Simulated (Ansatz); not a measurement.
The relaxed structure here is a generated cell of TiAl: the first start was made by placing the elements on the sites of a structure type, and the end was not matched to a known phase here, so it may be hypothetical. Known forms of TiAl include space group No. 123.

A relaxed cell of TiAl (P6₃/mmc (No. 194)), relaxed on a k-mesh at least as fine as the one used below. Calculation: PBE (plane waves to 420 eV, PAW, scalar-relativistic; Ansatz, a program for electronic structure). Γ-centred k-mesh 4×8×6 on the run's cell (coarser than for final values), Fermi–Dirac smearing 0.05 eV.

```xyz
8
Lattice="9.2433 0.0000 0.0000 -2.3108 4.0024 0.0000 0.0000 0.0000 5.1694" Properties=species:S:1:pos:R:3 pbc="T T T"
Ti     2.3108     1.3341     1.2924
Ti     6.9324     1.3341     1.2924
Ti     0.0000     2.6683     3.8771
Ti     4.6216     2.6683     3.8771
Al     2.3108     1.3341     3.8771
Al     6.9324     1.3341     3.8771
Al     0.0000     2.6683     1.2924
Al     4.6216     2.6683     1.2924
```

The atoms are displaced along an unstable phonon of this cell by (Å):

```csv
atom,ux,uy,uz
Ti1,0.000,0.000,0.150
Ti2,0.000,0.000,-0.150
Ti3,0.000,0.000,-0.150
Ti4,0.000,0.000,0.150
Al5,0.000,0.000,0.149
Al6,0.000,0.000,-0.149
Al7,0.000,0.000,-0.149
Al8,0.000,0.000,0.149
```

Problem. What forces (eV/Å) and pressure result?

Solution. 
```csv
atom,Fx,Fy,Fz
Ti1,-0.09,-0.05,0.41
Ti2,-0.09,-0.05,-0.41
Ti3,0.09,0.05,-0.41
Ti4,0.09,0.05,0.41
Al5,-0.04,-0.02,0.20
Al6,-0.04,-0.02,-0.20
Al7,0.04,0.02,-0.20
Al8,0.04,0.02,0.20
```

Pressure -0.4 GPa.

Problem. Estimate the energy cost of the displacement in the harmonic approximation and compare with the calculation.

Solution. For a harmonic well ΔE = −½ Σ F·u = -0.181 eV a cell, or -23 meV/atom. The calculated energy relative to the undisplaced cell is -0.03 eV/atom, so the harmonic estimate holds well.

The undisplaced cell is probably no minimum: from this displacement the run went on to Pnma (No. 62), 1.18 eV/atom below it.

No spin polarisation in the result. A magnetic state may lie lower.
